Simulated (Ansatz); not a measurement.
6 guesses for Hf4Br and where they end

Computed with Ansatz 0.2.0, DFT PBE, scalar-relativistic, plane waves, PAW. All cells share a 420 eV cutoff and Γ-centred k meshes spaced at most about 0.3 Å⁻¹ (about 0.25 or finer for metals, 2π included). No spin polarisation in the final relaxations.

Each guess was relaxed in cell and atoms at zero pressure, within the symmetry of its start. All energies are static (0 K, no zero-point motion). Coordination counts Hf atoms around Br (those within 1.25 times the shortest such distance or 1.15 times the sum of covalent radii, 1.27 where that leaves under three; a plus sign parts nearer from farther groups; the shortest distance is added where it exceeds 1.18 times the sum of covalent radii).

| guess | made from | start group | V start (Å³/atom) | end group | V end (Å³/atom) | coordination at the end | gap on mesh (eV) | E over the lowest end (meV/atom) |
| --- | --- | --- | --- | --- | --- | --- | --- | --- |
| 1 | H4C type | I-43m | 30.1 | Im-3m | 24.2 | Br 8 | 0 | 691 |
| 2 | random cell | F-43m | 27.0 | F-43m | 29.6 | Br 12 from 3.5 Å | 0 | 1135 |
| 3 | random cell | R-3m | 25.0 | R-3m | 29.7 | Br 6 | 0 | 973 |
| 4 | Mn4N type | Pm-3m | 21.1 | ? | ? | ? | ? | ? |
| 5 | OsCl4 type | Cmmm | 20.4 | Cmmm | 23.3 | Br 6 | 0 | 0 |
| 6 | random cell | P4/mmm | 38.6 | P4/mmm | 25.3 | Br 4 | 0 | 520 |

Guess 4 as it starts:

```
Hf Br
1.0
     4.72310    0.00000    0.00000
     0.00000    4.72310    0.00000
     0.00000    0.00000    4.72310
Hf Br
4 1
Direct
  0.50000 0.50000 0.50000
  0.00000 0.50000 0.50000
  0.50000 0.00000 0.50000
  0.50000 0.50000 0.00000
  0.00000 0.00000 0.00000
```

Question: Fill in the missing row: what does this guess relax into, and where does it rank?

Answer: It ends in space group Pm-3m (No. 221), with a = 5.259 Å, 29.1 Å³/atom and no gap. It lies 1.19 eV/atom over the lowest end, above guess 2 and so the highest of the set. Counting Hf atoms around Br, this end has Br 12+8 from 3.7 Å and the lowest (guess 5) has Br 6.

```xyz
5
Lattice="5.2587 0.0000 0.0000 0.0000 5.2587 0.0000 0.0000 0.0000 5.2587" Properties=species:S:1:pos:R:3 pbc="T T T"
Hf    2.6294    2.6294    2.6294
Hf    0.0000    2.6294    2.6294
Hf    2.6294    0.0000    2.6294
Hf    2.6294    2.6294    0.0000
Br    0.0000    0.0000    0.0000
```

Formation energies are uncorrected and refer to the elements' standard structures at the same level. The references include crystalline Br.

Question: Is the lowest end bound against the elements?

Answer: No: its formation energy is +0.09 eV/atom. It can't be a ground state, since the elements alone are lower.

These runs have no spin–orbit coupling, which can matter for Hf. A magnetic state wasn't ruled out in cells without spin, among them Cmmm, P4/mmm, R-3m, F-43m, Pm-3m. The reference form of Br is held partly by dispersion forces, which this level lacks. Cells relaxed within their symmetry can be saddle points. A lower structure may well exist outside this small set. Some candidate types were left out of the draw beforehand, so a known form may be missing.
